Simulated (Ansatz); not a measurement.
An Ansatz (a quantum-chemistry and plane-wave program) run. Input:

Ansatz 0.2 input:
```yaml
crystal:
  lattice:
    - [0.0, 2.2509183003, 2.2509183003]
    - [2.2509183003, 0.0, 2.2509183003]
    - [2.2509183003, 2.2509183003, 0.0]
  atoms:
    - { symbol: Hf, position: [0.0, 0.0, 0.0] }
    - { symbol: N, position: [0.5, 0.5, 0.5] }
kpoints:
  mp_grid: { grid: [11, 11, 11] }
  band_path:
    path:
      - [[0.0, 0.0, 0.0], [0.5, 0.0, 0.5], [0.625, 0.25, 0.625]]  # Γ-X-U
      - [[0.375, 0.375, 0.75], [0.0, 0.0, 0.0], [0.5, 0.5, 0.5], [0.5, 0.25, 0.75], [0.5, 0.0, 0.5]]  # K-Γ-L-W-X
    npoints: 12
basis: { ecutwfc: 600, xc_grid: 2 }
hamiltonian:
  xc: pbesol
  pseudopotentials: { azcp: { folder: ./paw }, kind: paw_fr }
magnetization: { noncollinear: true, spin_orbit: true }
scf:
  n_extra_bands: 13
  convergence: { dr2_threshold: 0.0000000001 }
  occupations: { method: gaussian, width: 0.05 }
output: { eigenvalues: true }
```

Output (shortened):

```
Pseudopotentials: kind: paw_fr
Pseudopotential: Hf, paw, valence charge 26
Pseudopotential: N, paw, valence charge 5
Functional definition: PBEsol
non-collinear run that drives no moment, with spin-orbit …
Crystal: 2 atoms, lattice volume = 22.809 Å³
Basis set: ecut = 600 eV, 749 PW (Γ), exchange–correlation on 54×54×54 points (8 copies of the dense FFT grid, shifted against one another)
Bands: 44, of which v1, the nominal top of the filled ones, is band 31 counted from 1 (30 counted from 0)
Symmetry: 48 space group operations + 48 with time reversal
k-points: 56 of 1331
Projection manifold: j_resolved (fully-relativistic pseudo-atomic orbitals)
PAW frozen core: Hf, regenerated for the run's functional, and the local potential with it
PAW frozen core: N, regenerated for the run's functional, and the local potential with it
Initial density: superposition of atomic densities (chi_scale 0.1, normalization cell, long waves kept (reshape's long-wave potential 0.00 eV rms))
Initial wavefunctions: pseudopotential atomic-orbital guess
Eigensolver: davidson
Functional: x = pbesol(κ = 0.804, μ = 0.12345679012345678), c = pbesol(β = 0.046)
SCF iter   1: F=—  HF=-15999.273050 eV  |F-HF|=—  |Δ(HF+E_count)|=         —  Δρ=4.65e-2  dr2=2.48e-1  dr2_m=0.00e0 (ungated)  ethr=3.10e-3  |M|=0.00e0 ∫|m|=0.00e0 μB  |m|>n=0.0e0 m-floor=0.0e0 τ_xc=0.0e0  β_m=0.30  ⟨swp⟩=5.7  Hψ=5292  notcnv=0  defer=16
all-band conjugate gradients solve this SCF's bands
preconditioner: auto → Kerker (q_TF=auto, 2.871 Å⁻¹)
spin=Noncollinear: Kerker preconditioning applied to the charge; magnetization (m_x, m_y, m_z) channels mix plain (no charge-response kernel on spin).
SCF iter   2: F=—  HF=-15999.259614 eV  |F-HF|=—  |Δ(HF+E_count)|=   1.34e-2  Δρ=3.53e-2  dr2=1.31e-1  dr2_m=0.00e0 (ungated)  ethr=8.00e-4  |M|=0.00e0 ∫|m|=0.00e0 μB  |m|>n=0.0e0 m-floor=0.0e0 τ_xc=0.0e0  β_m=0.65  ⟨swp⟩=1.4  Hψ=1481  notcnv=0  defer=86
SCF iter   3: F=—  HF=-15999.247562 eV  |F-HF|=—  |Δ(HF+E_count)|=   1.21e-2  Δρ=6.45e-3  dr2=6.38e-3  dr2_m=0.00e0 (ungated)  ethr=4.22e-4  |M|=0.00e0 ∫|m|=0.00e0 μB  |m|>n=0.0e0 m-floor=0.0e0 τ_xc=0.0e0  β_m=0.70  ⟨swp⟩=2.0  Hψ=1405  notcnv=0  defer=208
SCF iter   4: F=—  HF=-15999.246586 eV  |F-HF|=—  |Δ(HF+E_count)|=   9.76e-4  Δρ=2.04e-3  dr2=7.70e-4  dr2_m=0.00e0 (ungated)  ethr=2.06e-5  |M|=0.00e0 ∫|m|=0.00e0 μB  |m|>n=0.0e0 m-floor=0.0e0 τ_xc=0.0e0  β_m=0.63  ⟨swp⟩=2.0  Hψ=1803  notcnv=0  defer=288
SCF iter   5: F=—  HF=-15999.246176 eV  |F-HF|=—  |Δ(HF+E_count)|=   4.09e-4  Δρ=1.24e-3  dr2=1.64e-4  dr2_m=0.00e0 (ungated)  ethr=2.48e-6  |M|=0.00e0 ∫|m|=0.00e0 μB  |m|>n=0.0e0 m-floor=0.0e0 τ_xc=0.0e0  β_m=0.75  ⟨swp⟩=2.2  Hψ=1968  notcnv=0  defer=290
SCF iter   6: F=—  HF=-15999.246196 eV  |F-HF|=—  |Δ(HF+E_count)|=   1.98e-5  Δρ=3.14e-4  dr2=1.35e-5  dr2_m=0.00e0 (ungated)  ethr=5.29e-7  |M|=0.00e0 ∫|m|=0.00e0 μB  |m|>n=0.0e0 m-floor=0.0e0 τ_xc=0.0e0  β_m=0.88  ⟨swp⟩=2.4  Hψ=1922  notcnv=0  defer=290
SCF iter   7: F=—  HF=-15999.246189 eV  |F-HF|=—  |Δ(HF+E_count)|=   6.65e-6  Δρ=6.12e-5  dr2=5.80e-7  dr2_m=0.00e0 (ungated)  ethr=4.36e-8  |M|=0.00e0 ∫|m|=0.00e0 μB  |m|>n=0.0e0 m-floor=0.0e0 τ_xc=0.0e0  β_m=0.94  ⟨swp⟩=2.7  Hψ=2121  notcnv=0  defer=290
SCF iter   8: F=—  HF=-15999.246190 eV  |F-HF|=—  |Δ(HF+E_count)|=   8.04e-7  Δρ=9.80e-6  dr2=2.45e-8  dr2_m=0.00e0 (ungated)  ethr=1.87e-9  |M|=0.00e0 ∫|m|=0.00e0 μB  |m|>n=0.0e0 m-floor=0.0e0 τ_xc=0.0e0  β_m=0.97  ⟨swp⟩=2.1  Hψ=1535  notcnv=0  defer=290
SCF iter  10: F=-15999.246190 eV  HF=-15999.246190 eV  |F-HF|=4.37e-11  |Δ(HF+E_count)|=  1.27e-10  Δρ=5.46e-7  dr2=4.16e-11  dr2_m=0.00e0 (ungated)  ethr=1.00e-12  |M|=0.00e0 ∫|m|=0.00e0 μB  |m|>n=0.0e0 m-floor=0.0e0 τ_xc=0.0e0  ⟨swp⟩=7.3  Hψ=4531  notcnv=0
SCF 1 converged in 10 iterations: F = -15999.246190 eV  dr2 = 4.16e-11
NSCF: frozen V_eff on 74 k-points
SCF converged after 10 iterations
Magnetization: |M| = 0.0000 μB,  M = (+0.0000, +0.0000, +0.0000) μB
Absolute magnetization: 0.0000 μB (∫|m|)
  site 0: m = (+0.0000, +0.0000, +0.0000) μB, |m| = 0.0000 μB  (R = 0.93 Å)
  site 1: m = (+0.0000, +0.0000, +0.0000) μB, |m| = 0.0000 μB  (R = 0.93 Å)
Free energy (F): -15999.246190 eV
Harris-Foulkes:  -15999.246190 eV  (|F-HF|=4.37e-11)
Internal energy: -15999.245334 eV  (E = F + TS)
E sigma→0 (E₀):  -15999.245762 eV
Entropy (-TS):   -0.000856 eV (-0.428 meV/atom)
Fermi energy:    22.166640 eV
--- Per-component energies (eV) ---
  E_band       = 132.648297
  E_kinetic    = 537.531080
  E_local      = -5923.765380  (includes V_loc(G=0)·N_el)
  E_nonlocal   = 110.224542
  E_hartree    = 2917.705304
  E_xc         = -324.047803
  E_vxc        = -330.583852  (∫ρ·V_xc dr)
  E_paw        = -7724.885515  (= ΣΔE_a)
  E_vpaw       = -96.169061  (= ΣTr[D̂ρ^β])
  E_aug_tail   = 0.000002  (compensation charges beyond the density's cutoff)
  E_ewald      = -5593.289610
  E_core_change = 1.282046  (= ΣΔE_core)
  E_smearing   = -0.000856  (= −TS)
  E_closure    = 0.000000  (closes the sum)
  Σ components = -15999.246190   (vs F -15999.246190, Δ=0.00e0)
  [band-id]    e_kinetic+e_local+e_nonlocal+2·e_hartree+e_vxc+e_vpaw+e_augmentation_tail = 132.647939   (vs E_band 132.648297, Δ=-3.58e-4)
--- Band table (eV; the first three rows and the last of 56) ---
  k-point 0: bands = ["-40.3020", "-40.3020", "-14.4515", "-14.4515", "-6.5842", "-6.5842", "-6.5842", "-6.5842", "4.7218", "4.7218", "8.8456", "8.8456", "8.8456", "8.8456", "8.8832", "8.8832", "10.5112", "10.5112", "10.6107", "10.6107", "10.6205", "10.6205", "10.6205", "10.6205", "19.2208", "19.2208", "19.3912", "19.3912", "19.3912", "19.3912", "21.7337", "21.7337", "21.7337", "21.7337", "22.0323", "22.0323", "24.1194", "24.1194", "24.2288", "24.2288", "24.2288", "24.2288", "31.7712", "31.7712"]
  k-point 1: bands = ["-40.2969", "-40.2969", "-14.4703", "-14.4703", "-6.6648", "-6.6648", "-6.5927", "-6.5927", "4.9177", "4.9177", "8.8476", "8.8476", "8.8481", "8.8481", "8.8830", "8.8830", "10.5173", "10.5173", "10.6109", "10.6109", "10.6191", "10.6191", "10.6198", "10.6198", "18.5141", "18.5141", "18.8204", "18.8204", "18.8719", "18.8719", "21.9720", "21.9720", "22.0469", "22.0469", "22.2879", "22.2879", "24.7056", "24.7056", "24.8585", "24.8585", "24.8679", "24.8679", "32.4057", "32.4057"]
  k-point 2: bands = ["-40.2829", "-40.2829", "-14.5213", "-14.5213", "-6.8706", "-6.8706", "-6.6154", "-6.6154", "5.4479", "5.4479", "8.8535", "8.8535", "8.8579", "8.8579", "8.8828", "8.8828", "10.5361", "10.5361", "10.6093", "10.6093", "10.6165", "10.6165", "10.6226", "10.6226", "17.0024", "17.0024", "17.8967", "17.8967", "17.9002", "17.9002", "22.3743", "22.3743", "22.7792", "22.7792", "22.9283", "22.9283", "25.9783", "25.9783", "26.3248", "26.3248", "26.3542", "26.3542", "34.0099", "34.0099"]
  k-point 55: bands = ["-40.2155", "-40.2155", "-14.7476", "-14.7476", "-7.3245", "-7.3245", "-7.1073", "-7.1073", "6.4504", "6.4504", "8.8698", "8.8698", "8.8821", "8.8821", "8.9031", "8.9031", "10.5889", "10.5889", "10.6206", "10.6206", "10.6254", "10.6254", "10.6506", "10.6506", "15.8835", "15.8835", "16.5023", "16.5023", "17.0393", "17.0393", "22.8929", "22.8929", "23.9589", "23.9589", "27.5465", "27.5465", "28.1891", "28.1891", "28.6334", "28.6334", "32.7000", "32.7000", "34.2706", "34.2706"]
  band table: 44 of 44 bands, residual norms ≤ 1.0e-3 eV
```

Cost: very roughly 22 core-seconds on shared cores.

Space group Fm-3m (rock salt). Symmetry was held in the PBEsol relaxation; of distortions, only those at the zone centre were tested. No spin polarisation was allowed.

Potentials: the earlier of the program's two PAW sets.

Ansatz is a plane-wave DFT program.
